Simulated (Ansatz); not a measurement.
# Ag (Fm-3m), two-dimensional strain map

Method: DFT PBEsol, scalar-relativistic, plane waves, PAW in Ansatz 0.2.0. Cutoff 420 eV, Γ-centred 20×20×20 k-points, Gaussian smearing of 0.15 eV. No spin polarisation. Energies are free energies at this smearing, counted from the undisturbed cell; pressure is positive in compression.

The undisturbed cell (as given, not relaxed at this level; it stands at -2.6 GPa):

```
Ag
1.0
     0.00000    2.04310    2.04310
     2.04310    0.00000    2.04310
     2.04310    2.04310    0.00000
Ag
1
Direct
  0.00000 0.00000 0.00000
```

The cell is strained by p along both x and y and by q along z, fractional coordinates fixed. Points are written (p, q).

Energy above the undisturbed cell in meV/atom (a dash: not computed):

```
 p \ q  -0.080  -0.040  0.000  0.040  0.080
-0.080   417.1   264.2  165.5  109.5   87.6
-0.040   147.5    65.2   22.3   10.8   23.6
 0.000    30.1     0.9    0.0   21.4   60.0
 0.040    14.0    25.0   55.2  100.6  157.4
 0.080    63.5   105.0  158.3  220.8  290.3
```

Pressure in GPa:

```
 p \ q  -0.080  -0.040  0.000  0.040  0.080
-0.080    51.0    36.9   26.0   17.5   11.2
-0.040    25.2    15.6    8.2    2.7   -1.5
 0.000     8.6     2.2   -2.6   -6.2   -8.8
 0.040    -1.8    -6.0   -9.1  -11.2  -12.7
 0.080    -8.1   -10.7  -12.6  -13.8  -14.5
```